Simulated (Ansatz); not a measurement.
Ba$_{4}$Sb$_{2}$O:
```
Ba4Sb2O
1.0
   -2.60148     2.60148     9.03767
    2.60148    -2.60148     9.03767
    2.60148     2.60148    -9.03767
Ba Sb O
4 2 1
Direct
  0.67048   0.67048   0.00000
  0.32952   0.32952   0.00000
  0.50000   0.00000   0.50000
  0.00000   0.50000   0.50000
  0.86248   0.86248   0.00000
  0.13752   0.13752   0.00000
  0.50000   0.50000   0.00000
```

Relaxed with PBEsol. Special points in fractions of this cell's reciprocal vectors: Γ (0.000, 0.000, 0.000); X (0.000, 0.000, 0.500); P (0.250, 0.250, 0.250); N (0.000, 0.500, 0.000); M (0.500, 0.500, -0.500); S (0.271, 0.729, -0.271); S0 (-0.271, 0.271, 0.271); R (-0.041, 0.041, 0.500); G (0.500, 0.500, -0.041).

Q: List the band energies nearest the valence-band maximum at these points for plane-wave PAW PBEsol (Ansatz code).

A: In eV from the valence-band maximum; about four levels below and three above (degenerate sets whole), none deeper than 8.9 eV; points with the same levels are listed once.

| k | below | above |
|---|---|---|
| Γ | -0.78 -0.78 -0.25 -0.10 -0.10 | 0.98 1.00 1.22 |
| X | -1.06 -0.67 -0.60 -0.58 | 1.14 1.53 2.43 |
| P | -1.12 -0.64 -0.64 -0.51 | 1.33 1.33 2.45 |
| N | -1.17 -1.00 -0.78 -0.77 | 1.69 1.75 2.42 |
| M | -0.91 -0.91 -0.80 0.00 0.00 | 0.53 1.02 1.12 |
| S | -1.18 -1.08 -0.75 -0.64 | 1.58 1.80 2.44 |
| R | -1.08 -0.69 -0.61 -0.56 | 1.16 1.55 2.43 |

Space group I4/mmm. The workflow started from a Materials Project entry (that database holds measured and hypothetical structures alike); the Crystallography Open Database files this formula in space group No. 139, but the cells were not matched. Its standing as an ambient phase is unchecked. The cell was relaxed with PBEsol under the symmetry of its start; whether a distortion lowers the energy is not shown. Spin–orbit coupling is left out wherever it is not named.

Potentials: the later of the program's two PAW sets.
